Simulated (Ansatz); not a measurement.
Mg2Cd3Se5 (R-3m) at 3 levels of theory

One geometry, relaxed with PBE; plane waves with PAW potentials in Ansatz, scalar-relativistic. No spin polarisation. Gaps are the least over mesh and band path; pressure is positive in compression.

```cif
data_structure
_symmetry_space_group_name_H-M 'R-3m:H'
_symmetry_Int_Tables_number 166
_cell_length_a 3.9970
_cell_length_b 3.9970
_cell_length_c 48.9405
_cell_angle_alpha 90.000
_cell_angle_beta 90.000
_cell_angle_gamma 120.000
_cell_volume 677.12
loop_
_atom_site_label
_atom_site_type_symbol
_atom_site_symmetry_multiplicity
_atom_site_Wyckoff_symbol
_atom_site_fract_x
_atom_site_fract_y
_atom_site_fract_z
_atom_site_occupancy
Mg1 Mg 6 c 0.66667 0.33333 0.93378 1
Cd1 Cd 3 a 0.00000 0.00000 0.00000 1
Cd2 Cd 6 c 0.33333 0.66667 0.86757 1
Se1 Se 6 c 0.33333 0.66667 0.96551 1
Se2 Se 6 c 0.00000 0.00000 0.90213 1
Se3 Se 3 b 0.66667 0.33333 0.83333 1
```

| level | cutoff (eV) | k mesh | gap (eV) | pressure (GPa) |
| --- | --- | --- | --- | --- |
| PBE | 420 | 12×12×12 | 0.31 | 0.0 |

Problem. What comes out on the same cell with r2SCAN, LDA?

Solution.
```tsv
level	cutoff (eV)	k mesh	gap (eV)	pressure (GPa)
r2SCAN	500	12×12×12	0.82	-1.6
LDA	420	12×12×12	0.10	-5.0
```

The structure comes from a generated guess; another structure or a mixture of phases may lie lower.
